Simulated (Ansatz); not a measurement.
BeS in space group P6_422 (No. 181; Be on 3c, S on 3d) under volume change, r²SCAN (plane waves, PAW; program Ansatz), shape and atoms relaxed at each volume.

| V (Å³/atom) | E − E(relaxed) (meV/atom) | P (GPa) |
|---|---|---|
| 12.245 | (withheld) | (withheld) |
| 12.649 | 17.3 | 7.21 |
| 13.053 | 4.1 | 3.35 |
| 13.456 | 0.0 | 0.00 |
| 13.860 | 3.7 | -2.90 |
| 14.264 | 14.3 | -5.41 |
| 14.667 | (withheld) | (withheld) |

Q: Complete the blanks.

A: 
- 12.245, E − E(relaxed) (meV/atom): 41.0
- 12.245, P (GPa): 11.68
- 14.667, E − E(relaxed) (meV/atom): 30.7
- 14.667, P (GPa): -7.59

Q: What does a third-order Birch–Murnaghan fit give for V₀, B₀ and B′?

A: V₀ = 13.46 Å³/atom, B₀ = 104 GPa, B′ = 3.8.

The start of the workflow was typed in or built on a structure type; neither database checked (COD, Materials Project) lists it. COD files the formula under space group No. 216, so this cell is another polymorph or a model. Whether it is the stable phase at ambient conditions was not checked. Symmetry was held in the r²SCAN relaxation; whether a distortion lowers the energy is not shown.

Potentials: the later of the program's two PAW sets.
